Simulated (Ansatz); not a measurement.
(100) slab cut from the bulk of Au, P6_3/mmc (No. 194); the slab's formula is Au:

```xyz
10
Lattice="2.8903 0.0000 0.0000 0.0000 4.8647 0.0000 0.0000 0.0000 26.6810" Properties=species:S:1:pos:R:3 pbc="T T T"
Au    0.0000    3.6485    7.5000
Au    0.0000    1.2162    9.1687
Au    1.4451    3.6485   10.0031
Au    1.4451    1.2162   11.6718
Au    0.0000    3.6485   12.5061
Au    0.0000    1.2162   14.1748
Au    1.4451    3.6485   15.0092
Au    1.4451    1.2162   16.6779
Au    0.0000    3.6485   17.5123
Au    0.0000    1.2162   19.1810
```

Theory: DFT r2SCAN, scalar-relativistic, plane waves, PAW (Ansatz 0.2.0). Settings: cutoff 500 eV, Γ-centred mesh 12×7×1 on the computed 10-atom cell, Gaussian smearing of 0.10 eV; no spin polarisation. A dipole correction removes the field between periodic images along c.

Question: What forces act on the atoms?

Answer:
| atom | Fx (eV/Å) | Fy (eV/Å) | Fz (eV/Å) |
| --- | --- | --- | --- |
| Au1 | 0.000 | 0.000 | 0.571 |
| Au2 | 0.000 | 0.000 | -0.339 |
| Au3 | 0.000 | 0.000 | -0.272 |
| Au4 | 0.000 | 0.000 | 0.054 |
| Au5 | 0.000 | 0.000 | -0.017 |
| Au6 | 0.000 | 0.000 | 0.017 |
| Au7 | 0.000 | 0.000 | -0.054 |
| Au8 | 0.000 | 0.000 | 0.272 |
| Au9 | 0.000 | 0.000 | 0.339 |
| Au10 | 0.000 | 0.000 | -0.571 |

Spin–orbit coupling is left out, which can shift energies with elements as heavy as these.

The reference crystal is a form of Au, which isn't its usual structure.

Cost: 1 run of about 5.5 core-minutes, on Arm Neoverse V2 (shared hosts).